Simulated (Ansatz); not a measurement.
Here is the system:

InP:
```xyz
12
Lattice="7.3338 0.0000 0.0000 0.0000 7.3338 0.0000 0.0000 0.0000 7.3338" Properties=species:S:1:pos:R:3 pbc="T T T"
In     1.8335     0.0000     3.6669
In     3.6669     1.8335     0.0000
In     3.6669     5.5004     0.0000
In     5.5004     0.0000     3.6669
In     0.0000     3.6669     5.5004
In     0.0000     3.6669     1.8335
P      1.8335     3.6669     0.0000
P      0.0000     1.8335     3.6669
P      0.0000     5.5004     3.6669
P      5.5004     3.6669     0.0000
P      3.6669     0.0000     5.5004
P      3.6669     0.0000     1.8335
```

This is the PBE-relaxed structure.

Task: All from PBE in the plane-wave PAW code Ansatz, unless another level is named. Predict the hole effective mass, band 3 of 3 at the edge.

Result: 0.039 along [100], 0.042 along [110], 0.044 along [111] (mₑ).

Task: Predict the band gap.

Result: 0.50 eV (direct).

Task: And the valence-band maximum?

Result: at Γ.

Task: Give the weight of the conduction-edge state by species (Voronoi cells).

Result: In 58 %, P 42 %.

Space group Pm-3n. The start of the workflow was typed in or built on a structure type; neither database checked (COD, Materials Project) lists it. It is not the phase usual at ambient conditions (space group No. 216). The cell was relaxed with PBE under the symmetry of its start; its stability against distortions is not shown here. The volume moved by 31 % from the start of the relaxation. Spin–orbit coupling is left out wherever it is not named.

Potentials: the later of the program's two PAW sets.
